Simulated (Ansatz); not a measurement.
A: SrTl$_{2}$ (space group P6_3/mmc), a = 5.098 Å, b = 5.098 Å, c = 8.128 Å, α = 90.00°, β = 90.00°, γ = 120.00°
B: Y(AlSi)₂ (space group P-3m1), a = b = 4.1703 Å, c = 6.5106 Å, α = β = 90.00°, γ = 120.00°
C: CrCuO$_{2}$ (delafossite type, space group R-3m), a = b = 2.9638 Å, c = 16.9204 Å, α = β = 90.00°, γ = 120.00°
D: Ru (hcp, Mg type), a = b = 2.6919 Å, c = 4.2457 Å, α = β = 90.00°, γ = 120.00°

Scan: energy against volume (even scaling of the relaxed cell, symmetry kept). All come from one method, each on a k mesh of its own. All were relaxed with their symmetry unable to fall. CrCuO2 is run spin-polarised and with no Hubbard U. Relaxed CrCuO2 ends ferromagnetic. Ru is run without spin polarisation. Spin-orbit coupling is left out. Y(AlSi)2 is run without spin polarisation. Other magnetic orders were not checked, so this need not be the ground state. (This holds for the magnetic or f-shell members.)

Q: Rank these by bulk modulus at fixed cell shape (fitted) (lowest first), as PBEsol (plane waves to 420 eV, PAW, scalar-relativistic; Ansatz, a quantum-chemistry and plane-wave program) gives it.

A: A (34.7 GPa), B (83.2 GPa), C (190 GPa), D (346 GPa)

(A scan under strain: stresses follow from slopes of the energy per volume, elastic moduli from its curvatures.)
